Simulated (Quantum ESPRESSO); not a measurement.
## WRh4Zr2Ir (finding a planted mistake in a log)

A calculation, not a measurement. The program is pw.x of Quantum ESPRESSO 7.5 (plane-wave density functional theory). The cell is made up: eight metal atoms on a face-centred cubic lattice, with elements, volume, strain and displacements drawn at random and not relaxed, so it may be unstable or far from any real phase. PseudoDojo standard norm-conserving files set the functional (PBE unless stated); there is no spin polarisation or spin-orbit coupling, the Fermi-Dirac width of 0.25 eV means electrons at about 2900 K, and the masses in the input are unused placeholders. Heavy elements are run without spin-orbit coupling, which real alloys of them have. A spin test at this wide smearing found no moment, but such smearing suppresses magnetism that the real alloy may have.

Intended input:

```
&control calculation='scf', pseudo_dir='./dojo.nc.sr.pbe.v0_5.standard.upf', outdir='./o', disk_io='minimal', tprnfor=.true., tstress=.true. /
&system ibrav=0, nat=8, ntyp=4, nbnd=80, ecutwfc=87.97787729, nosym=.true., tot_charge=0,
 occupations='smearing', smearing='fd', degauss=0.0183746611
/
&electrons conv_thr=1.470e-08, electron_maxstep=70, mixing_beta=0.5 /
ATOMIC_SPECIES
Ir 1.0 Ir.upf
Rh 1.0 Rh.upf
W 1.0 W.upf
Zr 1.0 Zr.upf
CELL_PARAMETERS angstrom
0.0322 4.1004 3.9738
4.0665 -0.0323 4.0384
4.0913 4.1898 -0.0572
ATOMIC_POSITIONS angstrom
W -0.0277 0.0345 0.0293
Rh 1.9352 2.0833 0.0539
Zr 2.0172 -0.0351 1.9918
Rh 4.0958 2.08 1.9367
Rh 0.0425 2.1042 2.0152
Zr 2.1089 4.1791 2.0167
Ir 2.0181 2.06 4.0281
Rh 4.1883 4.1031 3.9737
K_POINTS automatic
5 5 5 1 1 1
```

The log is shortened where brackets say so; the opening notice, blank lines, dates and the lines on written files are dropped, and the path of the files is cut. It prints rydbergs, bohrs and kilobars, and counts compression as positive stress. Its total energy is the free energy E - TS of the whole cell.

Log of the intended run:

```
     Program PWSCF v.7.5
     Parallel version (MPI & OpenMP), running on       4 processor cores
     Number of MPI processes:                 4
     Threads/MPI process:                     1
     [start-up lines left out]
     bravais-lattice index     =            0
     lattice parameter (alat)  =      10.7906  a.u.
     unit-cell volume          =     920.3857 (a.u.)^3
     number of atoms/cell      =            8
     number of atomic types    =            4
     number of electrons       =       123.00
     number of Kohn-Sham states=           80
     kinetic-energy cutoff     =      87.9779  Ry
     charge density cutoff     =     351.9115  Ry
     scf convergence threshold =      1.5E-08
     mixing beta               =       0.5000
     number of iterations used =            8  plain     mixing
     Exchange-correlation= PBE
                           (   1   4   3   4   0   0   0)
     [axes and pseudopotential details left out]
   Cartesian axes
     site n.     atom                  positions (alat units)
         1        W      tau(   1) = (  -0.0048510   0.0060419   0.0051312  )
         2        Rh     tau(   2) = (   0.3389074   0.3648438   0.0094394  )
         3        Zr     tau(   3) = (   0.3532679  -0.0061470   0.3488196  )
         4        Rh     tau(   4) = (   0.7172886   0.3642659   0.3391701  )
         5        Rh     tau(   5) = (   0.0074429   0.3685040   0.3529176  )
         6        Zr     tau(   6) = (   0.3693271   0.7318768   0.3531803  )
         7        Ir     tau(   7) = (   0.3534255   0.3607634   0.7054325  )
         8        Rh     tau(   8) = (   0.7334880   0.7185671   0.6959055  )
     number of k points=    63  Fermi-Dirac smearing, width (Ry)=  0.0184
                       cart. coord. in units 2pi/alat
        k(    1) = (   0.0697216   0.0691830   0.0717420), wk =   0.0320000
        k(    2) = (   0.2094519   0.2034036  -0.0678870), wk =   0.0320000
     [further k points left out]
     Dense  grid:   102605 G-vectors     FFT dimensions: (  72,  72,  72)
     Estimated max dynamical RAM per process >     455.97 MB
     Estimated total dynamical RAM >       1.71 GB
     Initial potential from superposition of free atoms
     starting charge     122.9921, renormalised to     123.0000
     Starting wfcs are   80 randomized atomic wfcs
     total cpu time spent up to now is       32.5 secs
     per-process dynamical memory:   361.3 Mb
     Self-consistent Calculation
     iteration #  1     ecut=    87.98 Ry     beta= 0.50
     Davidson diagonalization with overlap
     ethr =  1.00E-02,  avg # of iterations =  5.2
     total cpu time spent up to now is      129.9 secs
     total energy              =   -1521.81448233 Ry
     estimated scf accuracy    <       2.37130055 Ry
     iteration #  2     ecut=    87.98 Ry     beta= 0.50
     Davidson diagonalization with overlap
     ethr =  1.93E-03,  avg # of iterations =  2.8
     total cpu time spent up to now is      228.0 secs
     total energy              =   -1521.61213243 Ry
     estimated scf accuracy    <      17.70671103 Ry
     [iterations 3 to 15 left out]
     iteration # 16     ecut=    87.98 Ry     beta= 0.50
     Davidson diagonalization with overlap
     ethr =  3.08E-11,  avg # of iterations =  1.9
     total cpu time spent up to now is     1363.6 secs
     total energy              =   -1523.12144106 Ry
     estimated scf accuracy    <       0.00000003 Ry
     iteration # 17     ecut=    87.98 Ry     beta= 0.50
     Davidson diagonalization with overlap
     ethr =  2.37E-11,  avg # of iterations =  1.1
     total cpu time spent up to now is     1440.8 secs
     End of self-consistent calculation
     [lines on levels left out]
!    total energy              =   -1523.12144106 Ry
     estimated scf accuracy    <          3.6E-09 Ry
     smearing contrib. (-TS)   =      -0.12271421 Ry
     internal energy E=F+TS    =   -1522.99872685 Ry
     The total energy is F=E-TS. E is the sum of the following terms:
     one-electron contribution =    -387.21318829 Ry
     hartree contribution      =     264.75676578 Ry
     xc contribution           =    -267.96169162 Ry
     ewald contribution        =   -1132.58061272 Ry
     convergence has been achieved in  17 iterations
     Forces acting on atoms (cartesian axes, Ry/au):
     atom    1 type  3   force =    -0.00014610    0.00160854   -0.01632934
     atom    2 type  2   force =     0.02584361   -0.00119039   -0.01961297
     atom    3 type  4   force =     0.01041036    0.00492394    0.00964030
     atom    4 type  2   force =    -0.01131065    0.00152338    0.01114756
     atom    5 type  2   force =    -0.01155350   -0.00430291    0.01005513
     atom    6 type  4   force =    -0.00746290    0.00043501    0.00715331
     atom    7 type  1   force =     0.01455699   -0.01309173   -0.01036498
     atom    8 type  2   force =    -0.02033780    0.01009417    0.00831099
     Total force =     0.056910     Total SCF correction =     0.000080
     Computing stress (Cartesian axis) and pressure
          total   stress  (Ry/bohr**3)                   (kbar)     P=     -109.90
  -0.00058980  -0.00006914  -0.00003925          -86.76      -10.17       -5.77
  -0.00006914  -0.00114449   0.00017253          -10.17     -168.36       25.38
  -0.00003925   0.00017253  -0.00050689           -5.77       25.38      -74.57
     init_run     :     30.65s CPU     32.11s WALL (       1 calls)
     electrons    :   1357.19s CPU   1408.32s WALL (       1 calls)
     forces       :      7.83s CPU      7.95s WALL (       1 calls)
     stress       :     25.45s CPU     25.87s WALL (       1 calls)
     [timing details left out]
     PWSCF        :  23m41.60s CPU  24m34.83s WALL
     JOB DONE.
```

A second run was made from an input with one planted mistake. Its log:

```
     Program PWSCF v.7.5
     Parallel version (MPI & OpenMP), running on       4 processor cores
     Number of MPI processes:                 4
     Threads/MPI process:                     1
     [start-up lines left out]
     bravais-lattice index     =            0
     lattice parameter (alat)  =      10.7906  a.u.
     unit-cell volume          =     920.3857 (a.u.)^3
     number of atoms/cell      =            8
     number of atomic types    =            4
     number of electrons       =       123.00
     number of Kohn-Sham states=           80
     kinetic-energy cutoff     =      87.9779  Ry
     charge density cutoff     =     351.9115  Ry
     scf convergence threshold =      1.5E-08
     mixing beta               =       0.5000
     number of iterations used =            8  plain     mixing
     Exchange-correlation= SLA  PW   NOGX NOGC
                           (   1   4   0   0   0   0   0)
     [axes and pseudopotential details left out]
   Cartesian axes
     site n.     atom                  positions (alat units)
         1        W      tau(   1) = (  -0.0048510   0.0060419   0.0051312  )
         2        Rh     tau(   2) = (   0.3389074   0.3648438   0.0094394  )
         3        Zr     tau(   3) = (   0.3532679  -0.0061470   0.3488196  )
         4        Rh     tau(   4) = (   0.7172886   0.3642659   0.3391701  )
         5        Rh     tau(   5) = (   0.0074429   0.3685040   0.3529176  )
         6        Zr     tau(   6) = (   0.3693271   0.7318768   0.3531803  )
         7        Ir     tau(   7) = (   0.3534255   0.3607634   0.7054325  )
         8        Rh     tau(   8) = (   0.7334880   0.7185671   0.6959055  )
     number of k points=    63  Fermi-Dirac smearing, width (Ry)=  0.0184
                       cart. coord. in units 2pi/alat
        k(    1) = (   0.0697216   0.0691830   0.0717420), wk =   0.0320000
        k(    2) = (   0.2094519   0.2034036  -0.0678870), wk =   0.0320000
     [further k points left out]
     Dense  grid:   102605 G-vectors     FFT dimensions: (  72,  72,  72)
     Estimated max dynamical RAM per process >     455.97 MB
     Estimated total dynamical RAM >       1.71 GB
     Initial potential from superposition of free atoms
     starting charge     122.9937, renormalised to     123.0000
     Starting wfcs are   80 randomized atomic wfcs
     total cpu time spent up to now is       33.3 secs
     per-process dynamical memory:   361.3 Mb
     Self-consistent Calculation
     iteration #  1     ecut=    87.98 Ry     beta= 0.50
     Davidson diagonalization with overlap
     ethr =  1.00E-02,  avg # of iterations =  5.1
     total cpu time spent up to now is      131.4 secs
     total energy              =   -1522.01360197 Ry
     estimated scf accuracy    <       2.37885215 Ry
     iteration #  2     ecut=    87.98 Ry     beta= 0.50
     Davidson diagonalization with overlap
     ethr =  1.93E-03,  avg # of iterations =  2.8
     total cpu time spent up to now is      229.1 secs
     total energy              =   -1521.80612365 Ry
     estimated scf accuracy    <      17.82700929 Ry
     [iterations 3 to 15 left out]
     iteration # 16     ecut=    87.98 Ry     beta= 0.50
     Davidson diagonalization with overlap
     ethr =  1.34E-11,  avg # of iterations =  2.0
     total cpu time spent up to now is     1373.0 secs
     total energy              =   -1523.32669441 Ry
     estimated scf accuracy    <       0.00000002 Ry
     iteration # 17     ecut=    87.98 Ry     beta= 0.50
     Davidson diagonalization with overlap
     ethr =  1.34E-11,  avg # of iterations =  1.2
     total cpu time spent up to now is     1451.7 secs
     End of self-consistent calculation
     [lines on levels left out]
!    total energy              =   -1523.32669441 Ry
     estimated scf accuracy    <          6.3E-09 Ry
     smearing contrib. (-TS)   =      -0.12335322 Ry
     internal energy E=F+TS    =   -1523.20334119 Ry
     The total energy is F=E-TS. E is the sum of the following terms:
     one-electron contribution =    -389.43441914 Ry
     hartree contribution      =     264.49498371 Ry
     xc contribution           =    -265.68329304 Ry
     ewald contribution        =   -1132.58061272 Ry
     convergence has been achieved in  17 iterations
     Forces acting on atoms (cartesian axes, Ry/au):
     atom    1 type  3   force =     0.00192612    0.00226580   -0.01484428
     atom    2 type  2   force =     0.01999103   -0.00102443   -0.01683894
     atom    3 type  4   force =     0.00858782    0.00416789    0.00838292
     atom    4 type  2   force =    -0.00911200    0.00267466    0.00913371
     atom    5 type  2   force =    -0.00835998   -0.00361666    0.00778724
     atom    6 type  4   force =    -0.00724570    0.00007299    0.00666162
     atom    7 type  1   force =     0.01124966   -0.01284270   -0.00856758
     atom    8 type  2   force =    -0.01703695    0.00830244    0.00828531
     Total force =     0.047767     Total SCF correction =     0.000211
     Computing stress (Cartesian axis) and pressure
          total   stress  (Ry/bohr**3)                   (kbar)     P=     -226.62
  -0.00138478  -0.00006239  -0.00003777         -203.71       -9.18       -5.56
  -0.00006239  -0.00193292   0.00015533           -9.18     -284.34       22.85
  -0.00003777   0.00015533  -0.00130399           -5.56       22.85     -191.82
     init_run     :     29.09s CPU     31.05s WALL (       1 calls)
     electrons    :   1371.20s CPU   1418.50s WALL (       1 calls)
     forces       :      8.07s CPU      8.19s WALL (       1 calls)
     stress       :     27.15s CPU     28.15s WALL (       1 calls)
     [timing details left out]
     PWSCF        :  23m57.77s CPU  24m48.25s WALL
     JOB DONE.
```

Question: the log repeats what the program read. Compare it with the intended run: what was wrong in the second input?

Answer: the files are those of another functional. The input lines that differ:

```
- &control calculation='scf', pseudo_dir='./dojo.nc.sr.pbe.v0_5.standard.upf', outdir='./o', disk_io='minimal', tprnfor=.true., tstress=.true. /
+ &control calculation='scf', pseudo_dir='./dojo.nc.sr.lda.v0_4_1.standard.upf', outdir='./o', disk_io='minimal', tprnfor=.true., tstress=.true. /
```

```
                                            intended run  run with the mistake
                          free energy (eV)    -20723.123            -20725.916
         entropy term -TS, part of it (eV)        -1.670                -1.678
                            pressure (GPa)        -10.99                -22.66
size of the largest force component (eV/Å)         0.664                 0.514
largest change of a force component (eV/Å)                               0.150
                                iterations            17                    17
```

For scale, a rerun of the intended cell at a higher cutoff and on a denser mesh moved values by no more than 0.003 eV in energy, 0.06 GPa in stress and 0.007 eV/Å in force, and a second program with other atomic files agreed on that cell to 2 % rms in force and 0.5 GPa in pressure. Files of another functional or element have another zero of energy, so the energy change says nothing on stability.